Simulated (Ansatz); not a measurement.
The relaxed structure here is a generated cell of Sb: the first start was made by a random draw of sites in a space group, and the end was not matched to a known phase here, so it may be hypothetical. Known forms of Sb include space group No. 166.

A relaxed structure of Sb. Method: PBEsol (plane waves to 420 eV, PAW, scalar-relativistic; Ansatz, a quantum-chemistry and plane-wave program).

```cif
data_Sb
_chemical_formula_sum 'Sb1'
_space_group_name_H-M_alt 'P 1'
_space_group_IT_number 1
_cell_length_a 3.05936
_cell_length_b 3.05936
_cell_length_c 3.05936
_cell_angle_alpha 90.000
_cell_angle_beta 90.000
_cell_angle_gamma 90.000
loop_
_space_group_symop_operation_xyz
  'x, y, z'
loop_
_atom_site_label
_atom_site_type_symbol
_atom_site_fract_x
_atom_site_fract_y
_atom_site_fract_z
_atom_site_occupancy
Sb1 Sb 0.00000 0.00000 0.00000 1
```

Problem. Find the space group and the Wyckoff positions (tolerance 0.01 Å).

Solution. Space group Pm-3m (No. 221); a = b = c = 3.059 Å, α = β = γ = 90.00°

```csv
atom,site,symmetry,x,y,z
Sb,1a,m-3m,0.0000,0.0000,0.0000
```

This is the simple cubic type.

Problem. Give the shortest distances between elements (the closest pairs, up to four, under 3.6 Å).

Solution. Sb–Sb 3.06 Å.

| Quantity | Value |
|---|---|
| Volume per atom | 28.63 Å³ |
| Band gap | no gap (metallic) |

No spin polarisation in the result. The relaxed primitive cell holds an odd number of electrons. A magnetic state may lie lower.

The run could not lose the symmetry of its start, so the end can be a saddle point.
